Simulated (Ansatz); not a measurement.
NbAg:
```yaml
crystal:
  lattice:
    - [4.74362, 0.00000, 0.00000]
    - [0.00000, 2.76273, 0.00000]
    - [0.00000, 0.00000, 5.30345]
  atoms:
    - { symbol: Ag, position: [0.25000, 0.00000, 0.85445] }
    - { symbol: Ag, position: [0.75000, 0.00000, 0.14555] }
    - { symbol: Nb, position: [0.25000, 0.50000, 0.35269] }
    - { symbol: Nb, position: [0.75000, 0.50000, 0.64731] }
```

Relaxed with r²SCAN. Special points in fractions of this cell's reciprocal vectors: Γ (0.000, 0.000, 0.000); X (0.500, 0.000, 0.000); S (0.500, 0.500, 0.000); Y (0.000, 0.500, 0.000); Z (0.000, 0.000, 0.500); U (0.500, 0.000, 0.500); R (0.500, 0.500, 0.500); T (0.000, 0.500, 0.500).

List the band energies nearest the Fermi level at these points for r²SCAN in the plane-wave PAW code Ansatz.

In eV from the Fermi level; about four levels below and three above (degenerate sets whole), none deeper than 8.9 eV; points with the same levels are listed once.

```json
[
 {"k": "Γ", "below": "-2.30 -1.64 -1.32 -1.25", "above": "0.42 1.73 2.79"},
 {"k": "X", "below": "-1.90 -1.90 -0.98 -0.98", "above": "0.49 0.49 2.78 2.78"},
 {"k": "S", "below": "-1.16 -1.16 -0.86 -0.86", "above": "0.26 0.26 3.28 3.28"},
 {"k": "Y", "below": "-2.73 -2.05 -1.13 -0.91", "above": "0.06 0.38 0.91"},
 {"k": "Z", "below": "-2.23 -1.73 -1.27 -1.14", "above": "1.46 2.75 2.99"},
 {"k": "U", "below": "-1.58 -1.58 -0.21 -0.21", "above": "2.58 2.58 3.20 3.20"},
 {"k": "R", "below": "-0.23 -0.23 -0.08 -0.08", "above": "1.29 1.29 2.43 2.43"},
 {"k": "T", "below": "-1.06 -0.90 -0.51 -0.27", "above": "0.10 1.71 2.21"}
]
```

Space group Pmma. The start of the workflow was typed in or built on a structure type; neither database checked (COD, Materials Project) lists it. Whether it is the stable phase at ambient conditions was not checked. Symmetry was held in the r²SCAN relaxation; whether a distortion lowers the energy is not shown. The run is not spin-polarised. Its formation energy is positive at this level, so the cell may be metastable or incomplete. Scalar-relativistic: spin–orbit coupling is off unless named, which matters more the heavier the elements.

Potentials: the earlier of the program's two PAW sets.
